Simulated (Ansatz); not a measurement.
In$_{2}$Pt$_{2}$O$_{7}$ in space group Fd-3m (No. 227; In on 16d, Pt on 16c, O on 8b, O on 48f), PBE (plane waves, PAW; program Ansatz), all energies at zero smearing, with the estimated change up to a 700 eV cutoff added, with one set of potentials and settings (totals compare only within such a set). Cell of 22 atoms (4 In, 4 Pt, 14 O): -80416.843 eV.

```
element                            reference phase  E (eV/atom)
-------  -----------------------------------------  -----------
In                     I4/mmm, 1 atoms in the cell   -5597.8481
Pt                      Fm-3m, 1 atoms in the cell  -12523.0127
O        C2/m, 4 atoms in the cell, spin-polarised    -565.0000
```

Formation energy per atom, worked out: (-80416.843 − 4×(-5597.8481) − 4×(-12523.0127) − 14×(-565.0000))/22 = -1.064 eV/atom (-103 kJ per mol of atoms), at 0 K, without zero-point energy or fitted corrections.

The first step of the workflow began from a Materials Project structure, measured or hypothetical; the Crystallography Open Database copy checked does not list it. Whether it is the stable phase at ambient conditions was not checked. The PBE relaxation kept the symmetry of its start; its stability against distortions is not shown here. No spin polarisation was allowed. The references are the lowest solids computed at this level, not always the standard phases (solids in place of the gases). Scalar-relativistic: spin–orbit coupling is off unless named, which matters more the heavier the elements.

Potentials: the later of the program's two PAW sets.
